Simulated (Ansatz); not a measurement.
IrOs:
```xyz
16
Lattice="7.6676 0.0000 0.0000 0.0000 3.8404 0.0000 -0.0016 0.0000 7.6708" Properties=species:S:1:pos:R:3 pbc="T T T"
Os     7.6608     0.0000     0.0060
Ir     7.6574     1.9202     5.7700
Os     1.9154     1.9202     0.0101
Ir     1.9247     0.0000     5.7747
Ir     7.6596     0.0000     3.8265
Ir    -0.0002     1.9202     1.9029
Ir     1.9287     1.9202     3.8208
Os     1.9246     0.0000     1.8986
Os     3.8454     0.0000     0.0089
Ir     3.8411     1.9202     5.7605
Os     5.7479     1.9202     0.0009
Os     5.7439     0.0000     5.7743
Os     3.8381     0.0000     3.8262
Ir     3.8342     1.9202     1.9103
Ir     5.7356     1.9202     3.8349
Os     5.7421     0.0000     1.8993
```

Relaxed with r²SCAN. Special points in fractions of this cell's reciprocal vectors: Γ (0.000, 0.000, 0.000); Z (0.000, 0.500, 0.000); D (0.000, 0.500, 0.500); B (0.000, 0.000, 0.500); A (-0.500, 0.000, 0.500); E (-0.500, 0.500, 0.500); C2 (-0.500, 0.500, 0.000); Y2 (-0.500, 0.000, 0.000).

**Question.** List the band energies nearest the Fermi level at these points for DFT-r²SCAN in the program Ansatz with PAW potentials.

**Answer.** In eV from the Fermi level; about four levels below and three above (degenerate sets whole), none deeper than 8.9 eV; points with the same levels are listed once.

| k | below | above |
|---|---|---|
| Γ | -0.72 -0.63 -0.51 -0.46 | 0.18 0.22 0.50 |
| Z | -0.56 -0.55 -0.53 -0.47 | 0.07 0.69 1.51 |
| D | -1.04 -1.02 -1.01 -0.87 | 0.25 0.29 0.39 |
| B | -0.80 -0.70 -0.58 -0.33 | 0.04 0.14 0.43 |
| A | -0.12 -0.09 -0.06 -0.02 | 0.04 0.11 0.36 |
| E | -2.26 -2.00 -1.96 -1.82 | 0.37 0.43 0.56 0.57 |
| C2 | -1.27 -1.01 -1.01 -0.86 | 0.29 0.41 0.42 |
| Y2 | -0.78 -0.73 -0.47 -0.36 | 0.09 0.29 0.37 |

Space group Pm. The start of the workflow was typed in or built on a structure type; neither database checked (COD, Materials Project) lists it. Its standing as an ambient phase is unchecked. The r²SCAN relaxation kept the symmetry of its start; its stability against distortions is not shown here. No spin polarisation was allowed. Spin–orbit coupling is left out wherever it is not named.

Potentials: the earlier of the program's two PAW sets. The files were generated under PBE; for other functionals the program regenerates the frozen cores, and for LDA and PBEsol the local potential too.
